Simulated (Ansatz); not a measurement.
Ir₂Rh₃: rattling a relaxed structure

The structure comes from a generated guess, relaxed at this level; another structure or a mixture of phases may lie lower.

Level of theory: DFT PBE, scalar-relativistic, plane waves, PAW (Ansatz). Settings: cutoff 420 eV, Γ-centred mesh 18×18×2 on the computed 10-atom cell, Gaussian smearing of 0.10 eV; no spin polarisation.

The cell below (10 atoms, space group P-6m2 (No. 187)) is relaxed within its symmetry.

```cif
data_structure
_symmetry_space_group_name_H-M 'P 1'
_symmetry_Int_Tables_number 1
_cell_length_a 2.7347
_cell_length_b 2.7347
_cell_length_c 22.0353
_cell_angle_alpha 90.000
_cell_angle_beta 90.000
_cell_angle_gamma 120.000
_cell_volume 142.72
loop_
_atom_site_label
_atom_site_type_symbol
_atom_site_fract_x
_atom_site_fract_y
_atom_site_fract_z
_atom_site_occupancy
Ir1 Ir 0.00000 0.00000 0.00000 1
Ir2 Ir 0.33333 0.66667 0.29954 1
Ir3 Ir 0.33333 0.66667 0.50000 1
Ir4 Ir 0.33333 0.66667 0.70046 1
Rh1 Rh 0.00000 0.00000 0.79984 1
Rh2 Rh 0.00000 0.00000 0.20016 1
Rh3 Rh 0.00000 0.00000 0.39987 1
Rh4 Rh 0.00000 0.00000 0.60013 1
Rh5 Rh 0.33333 0.66667 0.90050 1
Rh6 Rh 0.33333 0.66667 0.09950 1
```

For the test it was strained at random (σ = 1.5 % a component), the atoms were moved at random (σ = 0.05 Å), and all was relaxed again on a coarse 12×12×1 mesh (in the run’s order of axes) with 0.20 eV smearing, with no symmetry imposed.

Spin–orbit coupling, which can matter for Ir, is left out.

Problem. Does it come back?

Solution. It returns, within 1 meV/atom of the unmoved cell on that mesh and with the same symmetry when read at 0.1 Å. No instability shows in this cell; modes of other wave vectors, which need another repeat, aren't tested.
